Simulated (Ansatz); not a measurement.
# Ansatz 0.2.0, relaxation: TaAgI₃

Input:

```yaml
crystal:
  lattice:
    - [7.894478, 0.0, 0.0]
    - [-3.947239, 6.836826, 0.0]
    - [0.0, -4.557879, 6.529064]
  atoms:
    - { symbol: Ta, position: [0.0, 0.0, 0.0] }
    - { symbol: Ta, position: [0.5, 0.0, 0.5] }
    - { symbol: I, position: [0.8108, 0.5117, 0.753] }
    - { symbol: I, position: [0.2413, 0.0521, 0.753] }
    - { symbol: I, position: [0.7009, 0.9422, 0.753] }
    - { symbol: I, position: [0.7413, 0.9422, 0.253] }
    - { symbol: I, position: [0.2009, 0.5117, 0.253] }
    - { symbol: I, position: [0.3108, 0.0521, 0.253] }
    - { symbol: Ag, position: [0.2492, 0.4984, 0.7476] }
    - { symbol: Ag, position: [0.7492, 0.4984, 0.2476] }
  symmetry: { tolerance: 0.0003 }
kpoints:
  mp_grid: { grid: [5, 5, 5], shift: [0, 0, 0] }
magnetization:
  spin_polarized: false
scf:
  occupations: { method: fermi_dirac, width: 0.0217 }
  lower_state_search: "off"
hamiltonian:
  pseudopotentials: { kind: paw }
  xc: r2scan
basis:
  ecutwfc: 500
  fft_grid_basis: typed
relax:
  max_steps: 80
output:
  forces: true
  stress: true
  eigenvalues: true
  bader: true
  populations: true
  elf: true
  write_potential: true
  volumetric_format: npy
  dos:
    e_range: [-12, 8]
    de: 0.05
    projected: { site_lists: { Ag: [Ag], I: [I], Ta: [Ta] } }
  write_density: true
checkpoint:
  read: saved_state
```

The command:

```bash
ansatz run input.yaml --threads 2 --pin off --max-ram 3584MiB --backend cpu --events-out ev --progress --plain --runs-dir out
```

Origin of the cell: a known structure type with other elements, at an estimated volume, so it need not be a known compound.

The saved state is a converged single point of the same cell.

Steps:

```
step  ΔF (meV/atom)  max force component (eV/Å)  SCF iterations  step was
   1            0.0                       0.649               9  accepted
   2          -63.8                       0.561               8  accepted
   3         -121.4                       0.418               8  accepted
   4         -145.1                       0.090               7  accepted
   5         -146.0                       0.009               7  accepted
   6         -146.0                       0.009               3  accepted
```

Step 1, with forces in eV/Å:

```xyz
10
Lattice="7.894 0.000 0.000 -3.947 6.837 0.000 0.000 -4.558 6.529" Properties=species:S:1:pos:R:3:forces:R:3 pbc="T T T" step=1
Ta    0.000    0.000    0.000    0.000    0.000    0.490
Ta    3.947   -2.279    3.265    0.000    0.000    0.490
I     4.381    0.066    4.916    0.494   -0.442   -0.165
I     1.699   -3.076    4.916    0.136    0.649   -0.165
I     1.814    3.010    4.916   -0.630   -0.207   -0.165
I     2.133    5.289    1.652    0.630   -0.207   -0.165
I    -0.434    2.345    1.652   -0.494   -0.442   -0.165
I     2.248   -0.797    1.652   -0.136    0.649   -0.165
Ag    0.000    0.000    4.881    0.000    0.000    0.004
Ag    3.947    2.279    1.617    0.000    0.000    0.004
```

Step 2, with forces in eV/Å:

```xyz
10
Lattice="7.894 0.000 0.000 -3.947 6.837 0.000 0.000 -4.558 6.529" Properties=species:S:1:pos:R:3:forces:R:3 pbc="T T T" step=2
Ta    0.000    0.000   -0.045    0.000    0.000    0.122
Ta    3.947   -2.279    3.220    0.000    0.000    0.122
I     4.552   -0.031    4.917    0.561    0.061   -0.035
I     1.698   -2.880    4.917   -0.333    0.456   -0.035
I     1.645    2.910    4.917   -0.228   -0.517   -0.035
I     2.302    5.189    1.653    0.228   -0.517   -0.035
I    -0.604    2.248    1.653   -0.561    0.061   -0.035
I     2.249   -0.601    1.653    0.333    0.456   -0.035
Ag    0.000    0.000    4.924    0.000    0.000   -0.017
Ag    3.947    2.279    1.659    0.000    0.000   -0.017
```

Step 3, with forces in eV/Å:

```xyz
10
Lattice="7.894 0.000 0.000 -3.947 6.837 0.000 0.000 -4.558 6.529" Properties=species:S:1:pos:R:3:forces:R:3 pbc="T T T" step=3
Ta    0.000    0.000   -0.026    0.000    0.000    0.019
Ta    3.947   -2.279    3.238    0.000    0.000    0.019
I     4.746   -0.044    4.907    0.389    0.163   -0.003
I     1.613   -2.704    4.907   -0.336    0.255   -0.003
I     1.536    2.749    4.907   -0.053   -0.418   -0.003
I     2.412    5.028    1.643    0.053   -0.418   -0.003
I    -0.799    2.235    1.643   -0.389    0.163   -0.003
I     2.335   -0.425    1.643    0.336    0.255   -0.003
Ag    0.000    0.000    4.935    0.000    0.000   -0.010
Ag    3.947    2.279    1.671    0.000    0.000   -0.010
```

Step 4, with forces in eV/Å:

```xyz
10
Lattice="7.894 0.000 0.000 -3.947 6.837 0.000 0.000 -4.558 6.529" Properties=species:S:1:pos:R:3:forces:R:3 pbc="T T T" step=4
Ta    0.000    0.000    0.018    0.000    0.000   -0.090
Ta    3.947   -2.279    3.283    0.000    0.000   -0.090
I     4.942   -0.017    4.891   -0.057    0.066    0.034
I     1.491   -2.548    4.891   -0.028   -0.083    0.034
I     1.461    2.566    4.891    0.085    0.017    0.034
I     2.486    4.845    1.626   -0.085    0.017    0.034
I    -0.994    2.262    1.626    0.057    0.066    0.034
I     2.456   -0.270    1.626    0.028   -0.083    0.034
Ag    0.000    0.000    4.940    0.000    0.000   -0.012
Ag    3.947    2.279    1.675    0.000    0.000   -0.012
```

Step 6, with forces in eV/Å:

```xyz
10
Lattice="7.894 0.000 0.000 -3.947 6.837 0.000 0.000 -4.558 6.529" Properties=species:S:1:pos:R:3:forces:R:3 pbc="T T T" step=6
Ta    0.000    0.000    0.007    0.000    0.000   -0.009
Ta    3.947   -2.279    3.272    0.000    0.000   -0.009
I     4.921    0.001    4.900    0.003   -0.002    0.004
I     1.486   -2.576    4.900    0.000    0.004    0.004
I     1.488    2.575    4.900   -0.003   -0.002    0.004
I     2.459    4.854    1.636    0.003   -0.002    0.004
I    -0.973    2.280    1.636   -0.003   -0.002    0.004
I     2.461   -0.297    1.636    0.000    0.004    0.004
Ag    0.000    0.000    4.922    0.000    0.000   -0.004
Ag    3.947    2.279    1.658    0.000    0.000   -0.004
```

- Free energy lowered by: 146.0 meV/atom
- Final pressure: -5.71 GPa
- Relaxation steps listed: 6
- Gap on the mesh: none (metal)

Caveats: no moments, though an odd count or open d shells may carry them; no spin-orbit coupling, though heavy elements are present; the SCF threshold is looser than advised for a stress; the relaxation held the start's symmetry, so the end may be a saddle point.

It ran for 8.1 min on 2 threads of Arm Neoverse V2 (shared host), peak memory 2.1 GiB, from a saved density.
